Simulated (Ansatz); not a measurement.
Values for one crystal, relaxed and computed with plane-wave PAW PBEsol (Ansatz code); other levels are named.

| Quantity | Value |
|---|---|
| Volume per atom | 10.93 Å³ |
| Electronic character | metallic (no gap) |
| Density of states at the Fermi level | 0.47 states/eV per atom (mean over ±0.08 eV) |
| Formation energy from the elements (no fitted shifts) | -25 kJ/mol-atom |

Which compound is it?
(A) BAs, rock salt
(B) TePt, Cmcm (Te on 4c, Pt on 4c)
(C) TePd, Cmcm (Te on 4c, Pd on 4c)
(D) AlBRu, Cmcm (Al on 4c, B on 4c, Ru on 4c)

D, AlBRu, Cmcm (Al on 4c, B on 4c, Ru on 4c)

The start of the workflow was typed in or built on a structure type; neither database checked (COD, Materials Project) lists it. Its standing as an ambient phase is unchecked. Symmetry was held in the PBEsol relaxation; whether a distortion lowers the energy is not shown. The run is not spin-polarised. The references are the lowest solids computed at this level, not always the standard phases. Spin–orbit coupling is left out wherever it is not named.

Potentials: the earlier of the program's two PAW sets. The files were generated under PBE; for other functionals the program regenerates the frozen cores, and for LDA and PBEsol the local potential too.
